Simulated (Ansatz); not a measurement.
GaAs:
```
GaAs
1.0
    4.02525     0.00000     0.00000
   -2.01263     3.48597     0.00000
    0.00000     0.00000     8.85108
Ga As
3 3
Direct
  0.50000   0.00000   0.50000
  0.00000   0.50000   0.16667
  0.50000   0.50000   0.83333
  0.50000   0.00000   0.00000
  0.00000   0.50000   0.66667
  0.50000   0.50000   0.33333
```

Relaxed with r²SCAN. Special points in fractions of this cell's reciprocal vectors: Γ (0.000, 0.000, 0.000); M (0.500, 0.000, 0.000); K (0.333, 0.333, 0.000); A (0.000, 0.000, 0.500); L (0.500, 0.000, 0.500); H (0.333, 0.333, 0.500).

Question: List the band energies nearest the Fermi level at these points for r²SCAN in the plane-wave PAW code Ansatz.

Answer: In eV from the Fermi level; about four levels below and three above (degenerate sets whole), none deeper than 8.9 eV; points with the same levels are listed once.

| k | below | above |
|---|---|---|
| Γ | -0.83 -0.83 -0.62 -0.25 | 0.03 1.87 1.87 |
| M | -2.80 -2.13 -1.92 -1.81 | 0.66 0.84 1.72 |
| K | -3.82 -3.82 -2.52 -1.89 -1.89 | 0.10 2.44 2.44 |
| A | -0.80 -0.74 -0.74 -0.46 | 1.79 1.79 1.81 |
| L | -2.66 -2.62 -2.25 -1.93 | 1.26 1.67 2.68 |
| H | -4.08 -4.08 -2.34 -1.55 | 2.57 2.68 2.68 |

Space group P6_222. The start of the workflow was typed in or built on a structure type; neither database checked (COD, Materials Project) lists it. It is not the phase usual at ambient conditions (space group No. 216). The r²SCAN relaxation kept the symmetry of its start; whether a distortion lowers the energy is not shown. The Fermi level of a semimetal is unsure by some 0.05 eV on such meshes. Spin–orbit coupling is left out wherever it is not named.

Potentials: the earlier of the program's two PAW sets.
